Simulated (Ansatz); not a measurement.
**Magnetic states of Mn$_{2}$B**

```
CELL_PARAMETERS angstrom
-2.57400 2.57400 2.10400
2.57400 -2.57400 2.10400
2.57400 2.57400 -2.10400
ATOMIC_POSITIONS crystal
Mn 0.66300 0.16300 0.82600
Mn 0.16300 0.33700 0.50000
Mn 0.33700 0.83700 0.17400
Mn 0.83700 0.66300 0.50000
B 0.25000 0.25000 0.00000
B 0.75000 0.75000 0.00000
```

Computed with plane-wave PAW DFT (Ansatz 0.2.0): r2SCAN, 500 eV cutoff, 7×7×7 Γ-centred mesh, fermi-dirac occupations of width 0.050 eV. The atoms are fixed and numbered as listed; spin is collinear, without spin-orbit coupling.

Different starts of the self-consistent cycle ended in different solutions. Their moments in μB:

| state | Mn1 | Mn2 | Mn3 | Mn4 | other atoms together | size of the net moment a cell |
| --- | --- | --- | --- | --- | --- | --- |
| A | 2.00 | 2.00 | 2.00 | 2.00 | -0.38 | 7.73 |
| B | 0.00 | 0.00 | 0.00 | 0.00 | 0.00 | 0.00 |
| C | 0.13 | 2.56 | 0.13 | -2.65 | -0.01 | 0.15 |

Site moments are taken in small spheres that don't touch (radius about 0.4 of the atom's shortest bond), so those of the magnetic atoms read low, and they needn't add up to the net moment. State B was run without spin polarisation.

Problem. What is the order in energy at zero smearing?

Solution. State C (antiparallel, not compensated) is lowest; A (parallel moments) lies 85 meV above it, B (without moments) lies 199 meV above it, all counted an atom of the cell.

Problem. Which states have a gap on the mesh, and what pressure does each exert on this cell?

Solution. A: no gap, -0.6 GPa; B: no gap, -22.9 GPa; C: no gap, -2.9 GPa (positive in compression). Moments take up room: without them the pressure is lower, so that state wants a smaller cell.

Problem. How much does the cell gain by forming moments?

Solution. 199 meV an atom of the cell against state B, which has none. In a metal like this the level decides whether moments form at all, so this is no ordering energy.

The cell is that of a Crystallography Open Database entry, unchanged.

Caveats: only orders that fit this cell and collinear spins were tried, so the true order may need a larger cell or canted moments; atoms and cell are not relaxed, and each state would relax in its own way; r2SCAN overestimates the moments and magnetic energies of itinerant metals, and can make a paramagnetic metal magnetic; the k mesh is coarse, so differences of a few meV are uncertain where a state is a metal; one start a pattern, so a lower state of the same pattern may exist.
